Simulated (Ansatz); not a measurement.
Relaxed bulk Ta:

```
CELL_PARAMETERS angstrom
-1.65229 -1.65229 -1.65229
1.65229 1.65229 -1.65229
1.65229 -1.65229 1.65229
ATOMIC_POSITIONS crystal
Ta 0.00000 0.00000 0.00000
```

Miller indices refer to the conventional cell of Im-3m (No. 229), a = 3.305 Å, b = 3.305 Å, c = 3.305 Å, α = 90.00°, β = 90.00°, γ = 90.00°.

Consider the (110) slab of 5 planes, 9.3 Å thick with 15 Å of vacuum as cut; outer planes Ta (top) and Ta (bottom), all atoms relaxed.

Computed with Ansatz, DFT r2SCAN, scalar-relativistic, plane waves, PAW. Plane waves to 500 eV, a k mesh through Γ of 13×13×1 on the computed 5-atom cell and Gaussian smearing (0.10 eV); no spin polarisation. A dipole correction removes the field between periodic images along c.

Task: Give the surface energy (mean of both faces).

Result: 2.58 J/m².

Task: Estimate the work function.

Result: 4.86 eV.

Task: The top two planes lie 2.337 Å apart in the bulk. How does relaxation change this?

Result: The spacing becomes 2.229 Å (-4.6 %).

Spin-orbit coupling is left out, which matters for the bands of heavy elements.